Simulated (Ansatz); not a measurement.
Method: DFT PBE, scalar-relativistic, plane waves, PAW (Ansatz 0.2.0). All cells share a 420 eV cutoff and Γ-centred k meshes spaced at most about 0.3 Å⁻¹ (about 0.25 or finer for metals, 2π included). Collinear spin in cells that started with moments and kept them past the coarse steps, no spin elsewhere.

Temperature and zero-point effects are left out. All come from trial cells, and lower structures may exist.

Question: Which of these relaxed structures of Zn2SiN3 is the lowest in energy?
A.

```xyz
6
Lattice="3.5319 -6.7114 0.0000 3.5319 6.7114 0.0000 0.0000 0.0000 3.3123" Properties=species:S:1:pos:R:3 pbc="T T T"
Zn    3.5319    3.3562    1.6561
Zn    3.5319   -3.3562    1.6561
Si    0.0000    0.0000    0.0000
N     1.7659    3.3557    1.6561
N     1.7659   -3.3557    1.6561
N     0.0000    0.0000    1.6561
```

B.

```xyz
6
Lattice="5.3138 0.0000 0.0000 -2.6569 4.6019 0.0000 0.0000 0.0000 2.8638" Properties=species:S:1:pos:R:3 pbc="T T T"
Zn    0.0000    3.0679    0.0000
Zn    2.6569    1.5340    0.0000
Si    0.0000    0.0000    0.0000
N     2.6569    0.0000    1.4319
N    -1.3285    2.3010    1.4319
N     1.3285    2.3010    1.4319
```

C.

```xyz
6
Lattice="4.2869 0.0000 0.0000 -2.1434 3.7126 0.0000 0.0000 0.0000 5.1559" Properties=species:S:1:pos:R:3 pbc="T T T"
Zn    0.0000    0.0000    1.3388
Zn    0.0000    0.0000    3.8171
Si    2.1434    1.2375    2.5780
N     2.1434    1.2375    4.5698
N     2.1434    1.2375    0.5861
N     0.0000    2.4750    0.0000
```

Answer: A. It has space group Cmmm (No. 65); the next, C, with space group P-6m2 (No. 187), lies 232 meV/atom higher. Largest moments: A 0.6 μB, C 1.1 μB, B no spin. Counting N atoms around Si and Zn (those within 1.25 times the shortest such distance or 1.15 times the sum of covalent radii, 1.27 where that leaves under three; a plus sign parts nearer from farther groups; the shortest distance is added where it exceeds 1.18 times the sum of covalent radii), the lowest has Zn 2, Si 2 and the next has Zn 6+3 from 2.6 Å, Si 2. The next holds N–N pairs (shortest 1.17 Å); in the lowest the shortest N–N distance is 3.31 Å. Even the lowest lies +1.15 eV/atom against the elements.

Weakly bound directions are ill-defined at this level, which has no dispersion term (Cmmm), and this can change margins and order among such cells. In P6/mmm an odd number of electrons in the primitive cell allows no gap without spin; a larger cell or a magnetic state could open one. The magnetic state reached may not be the lowest. Cells relaxed within their symmetry can be saddle points. Some structure types and database cells were kept out of the candidates from the start, so a known form may be missing.
